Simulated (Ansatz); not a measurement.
A distorted cell of Cu (fcc, Cu type):

```xyz
4
Lattice="3.6297 0.0000 0.0000 0.0000 3.6297 0.0000 0.0000 0.0000 3.6297" Properties=species:S:1:pos:R:3 pbc="T T T"
Cu     0.0000     0.0000     0.0000
Cu     1.8148     1.8148     0.0000
Cu     1.8148     0.0000     1.8148
Cu     0.0000     1.8148     1.9688
```

Level of theory: PBE (plane waves to 420 eV, PAW, scalar-relativistic; Ansatz, a first-principles code). k mesh 10×10×10 (Γ-centred), Fermi-Dirac smearing 0.05 eV. Energies are smeared free energies. Stress and pressure are positive under compression. With partly filled bands, energies and forces of such displacements shift with the k mesh and the smearing. Cu is run without spin polarisation. Cu was relaxed with its symmetry unable to fall.

Predict the force on every atom, in eV/Å.


```json
[
 {"atom": "Cu1", "Fx": "0.000", "Fy": "0.000", "Fz": "0.523"},
 {"atom": "Cu2", "Fx": "0.000", "Fy": "0.000", "Fz": "0.523"},
 {"atom": "Cu3", "Fx": "0.000", "Fy": "0.000", "Fz": "-0.003"},
 {"atom": "Cu4", "Fx": "0.000", "Fy": "0.000", "Fz": "-1.043"}
]
```

Give the stress tensor in GPa and the pressure.


```
    0.9      0.0      0.0
    0.0      0.9      0.0
    0.0      0.0      0.9
```
The pressure, a third of the trace, is 0.9 GPa.

In it atom 4 sits (0.000, 0.000, 0.154) Å away from its relaxed site. What is its energy relative to the relaxed cell?

80 meV/cell.

(A displaced cell: forces are minus the slopes of the energy, force constants its curvatures, and phonons follow from these.)
